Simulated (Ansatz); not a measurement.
Compressing NbRh: a fit and a missing row

NbRh, P4/mmm, a = 2.849 Å, c = 3.851 Å. The structure is a COD entry; whether it is the stable form wasn't checked. Ansatz: r2SCAN, PAW, 500 eV, Γ-centred 14×14×12 mesh on 2 atoms, Gaussian smearing 0.10 eV; no spin polarisation. Shape and atoms are relaxed at each volume; pressure is positive in compression.

| V (Å³/atom) | P (GPa) |
| --- | --- |
| 13.754 | ? |
| 14.223 | 27.06 |
| 14.692 | 16.54 |
| 15.160 | 7.61 |
| 15.629 | 0.00 |
| 16.098 | -6.49 |
| 16.567 | -12.02 |
| 17.192 | -18.14 |

**Question.** Take V0 = 15.629 Å³/atom, fit the third-order Birch–Murnaghan form to the other rows, and predict the missing pressure.

**Answer.** With the Eulerian strain f = ½[(V0/V)^(2/3) − 1] and y = P/[3f(1 + 2f)^(5/2)], the form is the line y = B0 + 1.5 B0 (B0′ − 4) f. Rows (f, y): 0.03243, 237.7; 0.02104, 236.4; 0.01026, 235.0; -0.00976, 232.9; -0.01906, 231.7; -0.03078, 230.3. Means f = 0.0006883, y = 234.00; Σ(Δf)² = 0.003003, ΣΔfΔy = 0.3492; the slope is their ratio. y = 233.9 + 116.3 f GPa, so B0 = 233.9 GPa and B0′ = 4 + 2 × (116.3)/(3 × 233.9) = 4.33. At V = 13.754, f = 0.04447, y = 239.07 and P = 39.47 GPa. The run gave 39.45 GPa, so the fit is 0.02 GPa too high, a small miss on the scale of the series.